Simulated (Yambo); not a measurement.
G0W0@PBEsol for NaAlS$_{2}$O$_{8}$ (space group C2/m, No. 12) in Yambo (2×2×2 mesh, 7 Ry block, plasmon pole, screening fixed), without a terminator:

| bands N in G | gap (-0.5, -0.5, 0) → Γ (eV) | shift of the valence edge (eV) |
|---|---|---|
| 91 | 8.340 | -0.940 |
| 147 | 8.368 | -1.197 |
| 222 | 8.449 | -1.376 |

Question: Extrapolate both columns to infinite N with E(N) = E∞ + A/N, test the form, and compare with the terminator.

Answer: From two points, E∞ = (N2 E2 − N1 E1)/(N2 − N1). The two largest N give 8.61 eV for the gap and -1.73 eV for the shift; the two smallest give 8.41 eV and -1.61 eV. For the gap the slopes A are -6.7 and -35 eV: the form isn't reached, and its limit is uncertain. For the shift the slopes A are 61 and 78 eV: the form isn't reached, and its limit is uncertain. With the Bruneval-Gonze terminator and 222 bands the run gives 8.51 eV and -1.60 eV, 0.10 eV and 0.12 eV from the extrapolated values: the terminator too is an estimate of the remainder. Block, mesh and the bands in W are held fixed.

Geometry of the Materials Project entry, not relaxed at this level; primitive cell a = 4.7108 Å, b = 4.7108 Å, c = 7.3088 Å, α = 92.54°, β = 92.54°, γ = 65.06°.

The structure is a Materials Project entry; no match was found in the copy of COD used, and its stability was not checked.

A shift is the quasiparticle energy of the state minus its PBEsol energy.
